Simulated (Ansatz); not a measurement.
Data:

ZnO in space group P6_3/mmc (No. 194; Zn on 2b, O on 2c), a = b = 3.2370 Å, c = 6.0492 Å, α = β = 90.00°, γ = 120.00°.

This is the r²SCAN+D4-relaxed structure.

**Question.** All from r²SCAN+D4 in the plane-wave PAW code Ansatz, unless another level is named. Predict the electron effective mass.

**Answer.** 0.16, 0.16, 0.39 mₑ (principal values).

**Question.** Predict the HSE06 gap on the r²SCAN+D4 cell.

**Answer.** 2.37 eV.

**Question.** Predict the valence-band maximum.

**Answer.** at Γ.

The first step of the workflow began from a Materials Project structure, measured or hypothetical; the Crystallography Open Database copy checked does not list it. It is not the phase usual at ambient conditions (space group No. 186). Symmetry was held in the r²SCAN+D4 relaxation; phonons show weakly imaginary modes.

Potentials: the later of the program's two PAW sets.
